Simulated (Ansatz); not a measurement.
Thickness series of a surface: bcc Cr (111)

All-electron LAPW in Ansatz 0.2.0 under PBE, scalar-relativistic, energies extrapolated to zero smearing, no spin–orbit coupling, ferromagnetic start (antiferromagnetic order not tried). The 1×1 slabs (area 14.05 Å²) are cut from the bulk relaxed on PAW files, and their atoms are relaxed; γ counts from the bulk energy, Δd12 is the change of the outer spacing. No reconstruction is allowed, and meshes differ a little between slabs.

```csv
planes,γ (J/m²),Φ (eV),Δd12 (%)
1,2.046,3.81,–
3,3.159,3.93,?
5,3.289,3.94,?
7,3.372,3.92,2.2
```

Question: Give the missing entry: row "5", column "Δd12 (%)".

Answer: 3.0.

Question: Fill in "Δd12 (%)" for the row "3".

Answer: 6.1.

Question: How far have the values settled with thickness?

Answer: Between 5 and 7 planes γ moves by +2.5 % and Φ by -0.02 eV. Thin films carry quantum-size oscillations, so two neighbours that agree don't prove convergence.
